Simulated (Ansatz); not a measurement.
VPt₃ (Cu3Au type, space group No. 221) at seven volumes, DFT-r²SCAN in the program Ansatz with PAW potentials, scaled uniformly. One row is withheld.

```tsv
V (Å³/atom)	P (GPa)
13.486	30.00
13.931	18.11
14.375	8.22
14.820	0.00
15.264	-6.79
15.709	?
16.153	-17.10
```

### Question
Fit the shown pressures and predict the withheld one.

### Answer
Third-order Birch–Murnaghan: P = (3/2)B₀(x^(7/2) − x^(5/2))[1 + (3/4)(B′ − 4)(x − 1)] with x = (V₀/V)^(2/3). Least squares on the six rows gives V₀ = 14.821 Å³/atom, B₀ = 248.6 GPa, B′ = 5.21. At V = 15.709, x = 0.9620 and P = -12.43 GPa. The run itself gave -12.42 GPa.

Space group Pm-3m (Cu3Au type). The workflow started from an entry of the Crystallography Open Database (COD), which files this formula under 2 space groups. Its standing as an ambient phase is unchecked. The r²SCAN relaxation kept the symmetry of its start; whether a distortion lowers the energy is not shown. Magnetic state: ferromagnetic, the only order run, not a proven ground state. Other orbital occupations within this spin state were not tried. Spin–orbit coupling is left out wherever it is not named.

Potentials: the later of the program's two PAW sets.
